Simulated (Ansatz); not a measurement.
The following input was run with Ansatz 0.2.0.

```yaml
crystal:
  lattice:
    - [2.4564189009, 0.0, 0.0]
    - [-1.2282094505, 2.1273211705, 0.0]
    - [0.0, 0.0, 22.9694710922]
  atoms:
    - { symbol: Co, position: [0.6666666667, 0.3333333333, 0.3700564095], spin: 1.94 }
    - { symbol: Co, position: [0.3333333333, 0.6666666667, 0.4552255904], spin: 1.89 }
    - { symbol: Co, position: [0.6666666667, 0.3333333333, 0.5403859023], spin: 1.94 }
    - { symbol: C, position: [0.6666666667, 0.3333333333, 0.6283287196], spin: 2.0 }
basis:
  ecutwfc: 420
kpoints:
  mp_grid: { grid: [12, 12, 1] }
hamiltonian:
  xc: pbesol
scf:
  occupations: { method: gaussian, width: 0.1 }
output:
  forces: true
  eigenvalues: true
  populations: true
magnetization:
  spin_polarized: true
relax:
  adjacent_minimum: "off"
  f_tol: 0.03
  max_steps: 70
  constraints: [{ sites: [0] }]
efield:
  axis: 3
  dipole_correction: true
  ramp_width: 0.04
```

Run as
```bash
ansatz run input.yaml --threads 1 --pin off --max-ram 2560MiB --backend cpu --events-out ev --progress --plain --runs-dir out
```

Method: Ansatz 0.2.0, DFT PBEsol, scalar-relativistic, plane waves, PAW.

Abridged output (final results; tables in files aren't shown):

```
SCF converged after 7 iterations
Magnetization: 3.9551 μB (29.4775 up, 25.5225 down)
Absolute magnetization: 4.4218 μB (∫|ρ↑−ρ↓|, with the PAW one-centre terms)
Spin contamination: 0.0999 ħ² per cell (⟨S²⟩ above its minimum at these occupations)
Per-site moments (μB) at R_I (Å): [(1.71536377, 0.98078238), (1.66453190, 0.98078238), (0.67570336, 0.67867011), (-0.03083536, 0.67867011)]
Free energy (F): -15520.671698 eV
Harris-Foulkes:  -15520.671698 eV  (|F-HF|=5.65e-8)
Internal energy: -15520.658006 eV  (E = F + TS)
E sigma→0 (E₀):  -15520.664852 eV
Entropy (-TS):   -0.013692 eV (-3.423 meV/atom)
Fermi energy:    1.560009 eV
Dipole field:    D = -0.076638 V/Å  (p = -0.050836 e·Å, saw-weighted, corrected)
Work function:   Φ+ = 6.9265 eV   Φ− = 5.1661 eV
Levels:          The Fermi level and band energies are counted from a zero that moves with the ramp; work functions are not
--- Per-component energies (eV) ---
  E_band       = -1621.431942
  E_kinetic    = 1444.018002
  E_local      = -112300.368769  (includes V_loc(G=0)·N_el)
  E_nonlocal   = 1398.103474
  E_hartree    = 54990.507967
  E_xc         = -518.203251
  E_vxc        = -669.160418  (∫ρ·V_xc dr)
  E_paw        = -4544.479775  (= ΣΔE_a)
  E_vpaw       = -1471.921329  (= ΣTr[D̂ρ^β])
  E_aug_tail   = 0.000183  (compensation charges beyond the density's cutoff)
  E_efield     = 0.001948  (sawtooth field / dipole correction)
  E_vefield    = -3.064038  (∫n·V_field dr)
  E_ewald      = 44009.175857
  E_core_change = 0.586358  (= ΣΔE_core)
  E_smearing   = -0.013692  (= −TS)
--- Forces (eV/Å), atoms counted from 1 ---
  atom   1  Co     0.00000000     0.00000000    -0.00104249
  atom   2  Co     0.00000000     0.00000000     0.00100132
  atom   3  Co     0.00000000     0.00000000    -0.00022005
  atom   4  C      0.00000000     0.00000000     0.00010891
--- Band table (eV; the first three rows and the last of 38) ---
  k-point 0 ↑: bands = ["-94.2185", "-94.1259", "-93.7506", "-57.7498", "-57.5035", "-57.4419", "-57.4419", "-57.3418", "-57.3418", "-57.3159", "-56.9491", "-56.9491", "-11.3424", "-6.8669", "-4.7320", "-3.8107", "-2.2865", "-1.1774", "-1.1281", "-1.1281", "-0.9412", "-0.9412", "-0.5528", "-0.5528", "-0.4487", "-0.0511", "-0.0511", "0.3699", "0.3699", "0.7551", "0.7551", "1.3868", "6.5300", "7.2637", "7.2637", "7.7315", "8.2292", "9.0182"]
  k-point 1 ↑: bands = ["-94.2152", "-94.1235", "-93.7477", "-57.7442", "-57.5111", "-57.4539", "-57.4469", "-57.3605", "-57.3459", "-57.3134", "-56.9682", "-56.9537", "-11.1673", "-6.6277", "-4.5155", "-3.6379", "-2.2469", "-1.2829", "-1.1611", "-1.0618", "-1.0187", "-0.8542", "-0.6352", "-0.5453", "-0.4458", "-0.1970", "-0.0848", "0.2849", "0.3484", "0.6335", "0.7695", "2.1987", "6.7532", "6.7917", "7.1168", "7.9432", "8.4586", "9.2092"]
  k-point 2 ↑: bands = ["-94.2062", "-94.1167", "-93.7398", "-57.7291", "-57.5451", "-57.4750", "-57.4605", "-57.4080", "-57.3573", "-57.3086", "-57.0203", "-56.9663", "-10.6509", "-5.9471", "-3.9388", "-3.2063", "-2.2094", "-1.5579", "-1.3251", "-1.1975", "-0.7922", "-0.7479", "-0.7271", "-0.6543", "-0.5583", "-0.2033", "-0.0393", "0.1243", "0.3057", "0.7998", "1.2027", "3.4206", "5.5797", "6.7392", "7.4153", "8.5629", "9.1419", "9.7684"]
  k-point 18 ↓: bands = ["-92.7924", "-92.1476", "-92.0194", "-56.6863", "-56.1274", "-56.1244", "-55.7051", "-55.6946", "-55.6823", "-55.5605", "-55.5157", "-55.4262", "-6.0678", "-2.4757", "-2.4392", "-1.5379", "-1.4094", "-1.2473", "-1.0441", "-0.6534", "-0.3597", "0.2912", "0.4728", "0.8984", "0.9441", "1.8557", "2.0532", "2.4431", "2.5137", "2.6527", "5.0748", "7.8260", "7.8892", "8.4591", "8.9838", "9.8475", "11.5801", "12.3061"]
--- Relaxed structure (6 steps of the walk, 6 accepted, 0 SCFs on fresh bases) ---
  F+E_penalty+E_count = -15520.67169799 eV   max|allowed force component| = 1.001e-3 eV/Å
  atoms:
    - { symbol: Co, position: [0.66666666, 0.33333333, 0.37005640] }
    - { symbol: Co, position: [0.33333333, 0.66666666, 0.45313966] }
    - { symbol: Co, position: [0.66666666, 0.33333333, 0.54437741] }
    - { symbol: C, position: [0.66666666, 0.33333333, 0.61600557] }
--- Löwdin populations: 4 sites ---
  site symbol q [e]    m [muB]
     0     Co     16.7773     1.7195
     1     Co     16.7820     1.6655
     2     Co     16.6529     0.7482
     3      C      4.1755    -0.0468
  spilling = 0.011134 (of n_electrons = 55.000000)
```

The relaxation met its thresholds.

Time: 120 s on 1 thread of Intel(R) Xeon(R) Processor @ 2.70GHz, on a shared host, peak memory 0.49 GiB.